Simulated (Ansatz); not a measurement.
Ansatz input

```yaml
crystal:
  lattice:
    - [5.957452521, 0.0, 0.0]
    - [-2.9787262605, 5.159305225, 0.0]
    - [0.0, 0.0, 3.6519183953]
  atoms:
    - { symbol: La, position: [0.0, 0.0, 0.0], spin: 1.0 }
    - { symbol: La, position: [0.3333333333, 0.6666666667, 0.5], spin: 1.0 }
    - { symbol: La, position: [0.6666666667, 0.3333333333, 0.5], spin: 1.0 }
hamiltonian:
  xc: mr2scan
  pseudopotentials:
    kind: paw
    azcp:
      La: "pseudopotentials/La.paw.azcp"
basis:
  ecutwfc: 500
  fft_grid_basis: typed
kpoints:
  mp_grid: { grid: [6, 6, 9], shift: [0, 0, 0] }
magnetization:
  spin_polarized: true
scf:
  occupations: { method: fermi_dirac, width: 0.05 }
relax:
  max_steps: 60
  f_tol: 0.01
  cell: {}
output:
  write_density: true
  write_potential: true
  elf: true
  volumetric_format: npy
```

and its output:

```
Engine: ansatz 0.2.0, x86_64-unknown-linux-gnu
Pseudopotentials: kind: paw
Pseudopotential: La, paw, valence charge 11, recommended cutoff 500 eV (meta_gga) 
Functional definition: m-r2SCAN
  exchange = m_r2scan_x
  correlation = m_r2scan_c
Crystal: 3 atoms, lattice volume = 112.247 Å³
Basis set: ecut = 500 eV, 2833 PW (Γ), exchange–correlation on 180×180×108 points (64 copies of the dense FFT grid, shifted against one another)
Bands: 22, of which v1, the nominal top of the filled ones, is band 17 counted from 1 (16 counted from 0)
Symmetry: 24 space group operations
Space group: P6/mmm (ITA 191), of the structure as read, at distance tolerance 4.8e-5 Å
Magnetic group: BNS 191.233 (UNI 1463), of the structure as read, at distance tolerance 4.8e-5 Å
k-points: 35 of 324
Non-local potential: La, projectors of the file, l = 0: 3, l = 1: 2, l = 2: 2, l = 3: 3
PAW form: soft (Blöchl's): semilocal exchange-correlation on the pseudo side does not see the compensation charge
PAW frozen core: La, regenerated for the run's functional (the file was generated under x = pbe(κ = 0.804, μ = 0.2195149727645171), c = pbe(β = 0.06672455060314922))
PAW one-centre angular grid: La, 974 points (default); XC on 160 Gauss nodes
Initial density: superposition of atomic densities (chi_scale 0.1, normalization cell)
Starting moments: Σ|m| = 3 μB on 3 of 3 sites
Initial wavefunctions: pseudopotential atomic-orbital guess
Functional: x = mr2scan, c = mr2scan; τ floored in thin density (d = 2e-4 eV/Å³)
iter 1 solved again at ethr=2.85e-3 eV; its pass at ethr=3.10e-3 eV (dr2=9.40e-1 eV) is discarded
SCF iter   1: F=—  HF=-18793.547074 eV  |F-HF|=—  |Δ(HF+E_count)|=         —  Δρ=2.23e-2 (↑2.23e-2 ↓1.06e-2)  dr2=9.97e-1  dr2_τ=7.62e-3  dr2_m=1.27e-1  M=1.504 μB ∫|m|=1.504 μB  β_m=0.60  ethr=2.85e-3  ⟨swp⟩=2.9  Hψ=11287  notcnv=0
Mixer restart at iter 1: flushing history
spin=Collinear: Kerker preconditioning applied to the charge; magnetization (m = ρ↑ − ρ↓) channel mixes plain (no charge-response kernel on spin).
SCF iter   2: F=—  HF=-18793.763431 eV  |F-HF|=—  |Δ(HF+E_count)|=   2.16e-1  Δρ=1.33e-2 (↑1.33e-2 ↓8.12e-3)  dr2=5.01e-1  dr2_τ=2.67e-3  dr2_m=2.53e-2  M=1.357 μB ∫|m|=1.357 μB  β_m=0.37  ethr=2.85e-3  ⟨swp⟩=3.2  Hψ=2566  notcnv=0  κ⁻¹=1.0e0(r=1)
SCF iter   3: F=—  HF=-18793.929217 eV  |F-HF|=—  |Δ(HF+E_count)|=   1.66e-1  Δρ=5.96e-3 (↑1.96e-3 ↓5.96e-3)  dr2=6.08e-2  dr2_τ=6.02e-4  dr2_m=1.05e-2  M=0.776 μB ∫|m|=0.776 μB  β_m=0.98  ethr=1.52e-3  ⟨swp⟩=5.3  Hψ=3491  notcnv=0  defer=2  κ⁻¹=4.4e-2(r=2)
SCF iter   4: F=—  HF=-18793.999120 eV  |F-HF|=—  |Δ(HF+E_count)|=         —  Δρ=1.91e-3 (↑1.73e-3 ↓1.91e-3)  dr2=1.42e-2  dr2_τ=6.61e-5  dr2_m=1.52e-3  M=0.350 μB ∫|m|=0.350 μB  β_m=0.75  ethr=1.84e-4  ⟨swp⟩=4.9  Hψ=3308  notcnv=0  defer=2
Mixer restart at iter 4: flushing history
...
SCF converged after 8 iterations
Stability not checked: this state was not tested for a lower state beside it, because the mixer in use, unlike msr1, does not test its closes by its own steps (another_mixer; see scf.mixing.algorithm and scf.lower_state_search)
Magnetization: -0.0000 μB (16.5000 up, 16.5000 down)
Absolute magnetization: 0.0000 μB (∫|ρ↑−ρ↓|, with the PAW one-centre terms)
Spin contamination: 0.0000 ħ² per cell (⟨S²⟩ above its minimum at these occupations)
Per-site moments (μB) at R_I (Å): [(-1.643745236187558e-8, 1.4848295025861489), (3.0619303340033245e-10, 1.4255563364981136), (3.061929985509513e-10, 1.4255563364981136)]
Free energy (F): -18794.013871 eV
Harris-Foulkes:  -18794.013871 eV  (|F-HF|=1.82e-11)
Internal energy: -18793.983629 eV  (E = F + TS)
E sigma→0 (E₀):  -18793.998750 eV
Entropy (-TS):   -0.030242 eV (-10.081 meV/atom)
Fermi energy:    11.058763 eV
--- Per-component energies (eV) ---
  E_band       = -155.872707
  E_kinetic    = 578.160273
  E_local      = -1003.725039  (includes V_loc(G=0)·N_el)
  E_nonlocal   = 278.558553
  E_hartree    = 316.154521
  E_xc         = -395.713697
  E_vxc        = -480.871238  (∫ρ·V_xc dr)
  E_paw        = -16310.485537  (= ΣΔE_a)
  E_vpaw       = -185.309491  (= ΣTr[D̂ρ^β])
  E_aug_tail   = 0.000000  (compensation charges beyond the density's cutoff)
  E_vtau       = 25.005215  (kinetic-family band-sum trace: ∫τ·v_τ [+ j·A + Jᵃ·Aᵃ] dr)
  E_ewald      = -2257.138242
  E_core_change = 0.205537  (= ΣΔE_core)
  E_smearing   = -0.030242  (= −TS)
  E_closure    = 0.000000  (closes the sum)
  Σ components = -18794.013871   (vs F -18794.013871, Δ=0.00e0)
--- Forces (eV/Å), atoms counted from 1 ---
  atom   1  La     0.00000000     0.00000000     0.00000000
  atom   2  La     0.00000000     0.00000000    -0.00000000
  atom   3  La     0.00000000    -0.00000000     0.00000000
  max |Σ_I F_I| component: 1.05e-30 eV/Å
--- Stress (GPa, compression-positive) ---
        0.026549      -0.000000       0.000000
       -0.000000       0.026549      -0.000000
        0.000000      -0.000000      -0.005805
  P = ⅓ Tr σ = 0.0158 GPa (0.158 kbar)
--- Band table (eV; the first three rows and the last of 70) ---
  k-point 0 ↑: bands = ["-23.0058", "-22.7342", "-22.7116", "-6.6832", "-6.6832", "-6.3598", "-6.3598", "-5.8360", "-5.5220", "-5.4713", "-5.4713", "-5.4631", "7.7934", "9.6648", "11.5665", "11.6068", "11.6068", "11.6275", "11.6275", "12.2685", "12.7879", "12.9115"]
  k-point 1 ↑: bands = ["-22.9893", "-22.7257", "-22.6997", "-6.6645", "-6.6645", "-6.3246", "-6.3246", "-5.9662", "-5.6449", "-5.6084", "-5.4797", "-5.4797", "8.0671", "10.0260", "11.1977", "11.1977", "11.3846", "11.3846", "11.9599", "12.4409", "12.8110", "12.9271"]
  k-point 2 ↑: bands = ["-22.9463", "-22.7046", "-22.6693", "-6.6165", "-6.6165", "-6.2791", "-6.2279", "-6.2279", "-5.9589", "-5.9433", "-5.5080", "-5.5080", "8.7633", "10.3975", "10.3975", "10.8727", "10.8727", "10.9164", "12.6974", "12.6974", "12.7775", "12.8089"]
  k-point 34 ↓: bands = ["-22.7365", "-22.7365", "-22.6698", "-6.9639", "-6.7247", "-6.7247", "-6.2385", "-6.1034", "-6.1034", "-5.8616", "-5.8616", "-5.4706", "9.0387", "10.4560", "10.4560", "10.8658", "10.8658", "10.9892", "11.6640", "11.6640", "12.4681", "12.4681"]
--- Relaxed structure (3 steps of the walk, 3 accepted, 1 SCFs on fresh bases) ---
  F+E_penalty+E_count = -18794.01387068 eV   max|allowed force component| = 1.619e-17 eV/Å   (the final SCF, on the basis selected at the relaxed cell)
  cell:  # Å, volume = 111.6929 Å³
    - [5.985784251797547, 0.0, 0.0]
    - [-2.9928921258987735, 5.183841223629504, 0.0]
    - [0.0, 0.0, 3.5995866729361183]
  atoms:
    - { symbol: La, position: [-4.78662416185491e-34, 1.9701548597599043e-35, 0.0] }
    - { symbol: La, position: [0.33333333333333337, 0.6666666666666667, 0.5] }
    - { symbol: La, position: [0.6666666666666666, 0.33333333333333337, 0.5] }
```
